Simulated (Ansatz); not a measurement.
The calculation used Ansatz, DFT PBE, scalar-relativistic, plane waves, PAW, and for the lanthanide a 4f-in-core norm-conserving potential. Cutoff 660 eV, Γ-centred meshes of about 0.25 Å⁻¹ or finer for metals and 0.3 Å⁻¹ for insulators (2π included), Gaussian smearing. No spin polarisation.

All energies are static (0 K, no zero-point motion).

Compare these two cells of KNd2Sb3, each relaxed at this level.

A. Space group Immm (No. 71), orthorhombic, a = 5.416 Å, b = 6.567 Å, c = 11.730 Å. K has 2 Sb at 3.28 Å, 4 Sb at 3.65 Å and 2 Nd at 3.93 Å; around Nd lie 2 Sb at 3.09 Å, 4 Sb at 3.32–3.33 Å, 1 Nd at 3.88 Å and 1 K at 3.93 Å; Sb on a site of symmetry mm2 is surrounded by 2 Nd at 3.09 Å, 2 Nd at 3.32 Å, 1 Sb at 3.42 Å and 2 K at 3.65 Å; around Sb on a site of symmetry mmm lie 2 K at 3.28 Å, 4 Nd at 3.33 Å and 2 Sb at 3.42 Å.

B. Space group P-3m1 (No. 164), trigonal, a = 4.436 Å, c = 12.669 Å. Around K lie 6 Sb at 3.60 Å; around Nd lie 6 Sb at 3.17–3.21 Å; Sb on a site of symmetry 3m has 3 Nd at 3.17 Å and 3 K at 3.60 Å; around Sb on a site of symmetry -3m lie 6 Nd at 3.21 Å.

**Question.** Which would you expect to be lower, and how large is the difference?

**Answer.** B is lower, by 25 meV/atom. A has space group Immm (No. 71), 34.8 Å³/atom and no gap on its mesh; B has K and Nd ordered on rock salt sites, space group P-3m1 (No. 164), 36.0 Å³/atom and no gap. Counting Sb atoms around K and Nd (those within 1.25 times the shortest such distance or 1.15 times the sum of covalent radii, 1.27 where that leaves under three; a plus sign parts nearer from farther groups), A has K 2+4, Nd 6 and B has K 6, Nd 6. The lower one is the more open, so pressure narrows the difference. Both come from trial cells of a structure search, whose lowest cell (P-6m2, 37.7 Å³/atom) lies 67 meV/atom below the lower of the two.

For metals, differences of a few meV/atom aren't resolved. These runs have no spin–orbit coupling, which can matter for Sb. Cells relaxed within their symmetry can be saddle points. Some candidate types were left out of the draw beforehand, so a known form may be missing.

The lanthanide is trivalent by construction, without f bands, f moments or other valences.
